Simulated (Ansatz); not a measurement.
I (molecular I2 type, Cmce) is relaxed with PBE+D3(BJ) (plane waves, PAW; program Ansatz). What lattice parameters of the conventional cell result?

a = 7.345 Å, b = 4.488 Å, c = 9.642 Å.

Give the free coordinates with the occupied sites.

In one choice of origin and axes:

```tsv
atom	site	symmetry	x	y	z
I	8f	m..	0.0000	0.1714	0.1224
```

Is it a metal or does it have a gap at this level?

A gap of 0.83 eV, indirect.

Symmetry was held in the PBE+D3(BJ) relaxation. Scalar-relativistic: spin–orbit coupling is off unless named, which matters more the heavier the elements.

Potentials: the earlier of the program's two PAW sets.
